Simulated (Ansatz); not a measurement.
## How far is PAW off for TiO2?

```
Ti O
1.0
     4.59400    0.00000    0.00000
     0.00000    4.59400    0.00000
     0.00000    0.00000    2.95900
Ti O
2 4
Direct
  0.00000 0.00000 0.00000
  0.50000 0.50000 0.50000
  0.30600 0.30600 0.00000
  0.19400 0.80600 0.50000
  0.69400 0.69400 0.00000
  0.80600 0.19400 0.50000
```

Atom numbers follow the list: Ti1, Ti2, O3, O4, O5, O6.

The cell comes from COD entry 9007432, which wasn't checked; take it as a given geometry.

Methods: DFT, LDA, PAW with Ansatz's default frozen-core files, scalar-relativistic (Ansatz 0.2.0); DFT, LDA, all-electron PAW with datasets made for the crystal, scalar-relativistic (Ansatz 0.2.0); DFT, LDA, all-electron LAPW, scalar-relativistic (Ansatz 0.2.0).

For PAW: a Γ-centred 7×7×10 k mesh, Fermi–Dirac smearing of 0.05 eV, cutoff 420 eV, no spin polarisation; the PAW files were made with PBE, and the program remakes their frozen cores for this functional. The crystal-made all-electron datasets (AE datasets) take a cutoff of 460 eV at this cell. LAPW targets a basis error of 0.5 meV/atom. The Ansatz runs share mesh, smearing and spin set-up. Plane-wave (PAW) pressures include the program's estimate of the Pulay term.

Stress and pressure are positive in compression.

Levels count from the top of the valence band.

```json
{"quantity": "pressure (GPa)", "PAW": "-7.91", "AE datasets": "-7.69", "LAPW": "-7.70"}
{"quantity": "stress xx (GPa)", "PAW": "-6.81", "AE datasets": "-6.63", "LAPW": "-6.63"}
{"quantity": "stress zz (GPa)", "PAW": "?", "AE datasets": "-9.83", "LAPW": "-9.83"}
{"quantity": "force on O3, x (eV/Å)", "PAW": "-0.065", "AE datasets": "-0.069", "LAPW": "-0.069"}
{"quantity": "band gap (eV)", "PAW": "1.851", "AE datasets": "1.847", "LAPW": "1.847"}
{"quantity": "highest filled level at Z (eV)", "PAW": "-1.429", "AE datasets": "-1.429", "LAPW": "-1.429"}
{"quantity": "lowest empty level at Z (eV)", "PAW": "2.939", "AE datasets": "2.939", "LAPW": "2.939"}
{"quantity": "highest filled level at M (eV)", "PAW": "-1.021", "AE datasets": "-1.023", "LAPW": "-1.023"}
{"quantity": "lowest empty level at M (eV)", "PAW": "1.903", "AE datasets": "1.899", "LAPW": "1.899"}
{"quantity": "highest filled level at Γ (eV)", "PAW": "0.000", "AE datasets": "0.000", "LAPW": "0.000"}
{"quantity": "lowest empty level at Γ (eV)", "PAW": "1.851", "AE datasets": "1.847", "LAPW": "1.847"}
{"quantity": "field gradient Vzz at Ti1 (10²¹ V/m²)", "PAW": "?", "AE datasets": "?", "LAPW": "–"}
```

Question: Fill in "AE datasets" for the row "field gradient Vzz at Ti1 (10²¹ V/m²)".

Answer: -2.40.

Question: What belongs in the row "stress zz (GPa)", column "PAW"?

Answer: -10.11.

Question: What belongs in the row "field gradient Vzz at Ti1 (10²¹ V/m²)", column "PAW"?

Answer: -2.46.
